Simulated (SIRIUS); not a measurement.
Input and output of a self-consistent single point for Si (P6_3/mmc, 4 atoms in the cell; from Materials Project mp-165) (SIRIUS).

Method: SIRIUS with LDA (PW92), FP-LAPW (LAPW with two local orbitals a valence shell; core below -3 Ha), all-electron full potential with ZORA scalar-relativistic valence and Dirac core.

```xyz
4
Lattice="3.8313 0.0000 0.0000 -1.9157 3.3180 0.0000 0.0000 0.0000 6.3326" Properties=species:S:1:pos:R:3 pbc="T T T"
Si     0.0000     2.2120     0.3990
Si     1.9157     1.1060     5.9336
Si     1.9157     1.1060     3.5653
Si     0.0000     2.2120     2.7673
```

Reference input (self-consistent single point, DFT, LDA (PW92), FP-LAPW (LAPW with two local orbitals a valence shell; core below -3 Ha), all-electron full potential with ZORA scalar-relativistic valence and Dirac core): parameters.ngridk = 8 8 4; basis = LAPW with two local orbitals a valence shell, core below -3 Ha; unit_cell.atom_type_rmt = {Si: 2.15} bohr; parameters.xc_functionals = [XC_LDA_X, XC_LDA_C_PW]; parameters.aw_cutoff = 7; parameters.pw_cutoff = 20 1/bohr; parameters.smearing = gaussian; parameters.smearing_width = 0.000734986 Ha; parameters.electronic_structure_method = full_potential_lapwlo; parameters.lmax_apw = 8; parameters.lmax_rho = 8; parameters.lmax_pot = 8. This run's input differs from it in these lines:

```diff
@@ -16,5 +16,5 @@
     "pw_cutoff": 20.0,
-    "lmax_apw": 8,
-    "lmax_rho": 8,
-    "lmax_pot": 8,
+    "lmax_apw": 6,
+    "lmax_rho": 6,
+    "lmax_pot": 6,
     "auto_rmt": 0,
```

Output (repeated stretches shortened):

```
[find] density tolerance         : 1e-06
[find] total energy tolerance    : 1e-07
[find] iter_solver_tol (initial) : 0.01
[find] iter_solver_tol (target)  : 1e-13
[find] num_dft_iter              : 100
Charges and magnetic moments
--------------------------------------------------------------------------------
atom      charge    core leakage
--------------------------------------------------------------------------------
   0   12.116482    0.000000e+00
   1   12.116482    0.000000e+00
   2   12.116482    0.000000e+00
   3   12.116482    0.000000e+00

total core leakage    : 0.00000000e+00
interstitial charge   : 7.534074
   [... lines left out ...]
[find]    3   12.172882    1.787126e-03
[find] total core leakage    : 7.14850582e-03
[find] interstitial charge   : 7.301321
[find] total charge          : 55.992851
[find] Energy
[find] smearing (-TS)                 :      -0.00000000
[find] Total energy                   :   -1156.15989875 (Ha),   -2312.31979751 (Ry)
[find] Free energy (E-TS)             :   -1156.15989875 (Ha),   -2312.31979751 (Ry)
[find] band gap (eV)                  :       0.31989332
[find] Efermi                         :       0.20225566
[find] iteration : 10, RMS (target) : 6.1630e-08 (1.0000e-06) , energy difference (target) : -6.0027e-10 (1.0000e-07)
[find] converged after 11 SCF iterations!
Warning in function "check_num_electrons" at src/density/density.cpp:1179
wrong number of electrons
  obtained value : 55.9929
  target value : 56
  difference : 0.00714949
  total core leakage : 0.00714851
    atom class : 0, core leakage : 0.00178713
[find] Charges and magnetic moments
[find] atom      charge    core leakage
[find]    0   12.172882    1.787126e-03
[find]    1   12.172882    1.787126e-03
[find]    2   12.172882    1.787126e-03
[find]    3   12.172882    1.787126e-03
[find] total core leakage    : 7.14850582e-03
[find] interstitial charge   : 7.301321
[find] total charge          : 55.992851
[find] Energy
[find] smearing (-TS)                 :      -0.00000000
[find] Total energy                   :   -1156.15989875 (Ha),   -2312.31979751 (Ry)
   [... lines left out ...]
[find] Free energy (E-TS)             :   -1156.15989875 (Ha),   -2312.31979751 (Ry)
[find] band gap (eV)                  :       0.31989332
   [... lines left out ...]
[find] Efermi                         :       0.20225566
[ground_state] ==== total Forces in Ha/bohr =====
[ground_state] atom:    0, force:      -0.0000000     -0.0000000     -0.0003031
[ground_state] atom:    1, force:       0.0000000      0.0000000      0.0003031
[ground_state] atom:    2, force:       0.0000000     -0.0000000     -0.0003031
[ground_state] atom:    3, force:      -0.0000000      0.0000000      0.0003031
```

The run converged in 11 iterations. Against the reference run the free energy goes down by 1.0 meV/atom, the largest force moves little (0.015 to 0.016 eV/Å) and the gap on the mesh stays at 0.320 eV.

This run is one point of a test of settings, so its values need not be converged; read them against the reference run alone. The structure comes from a collection of computed structures, made at another level of theory; the collection holds predicted forms beside known ones. Values depend on the basis (sphere radii, cutoffs, local orbitals), which need not be converged.

Cost on one core: around 60 core-seconds (rough).

The gap that the log prints is read on the run's mesh, which can miss the band edges or a crossing.
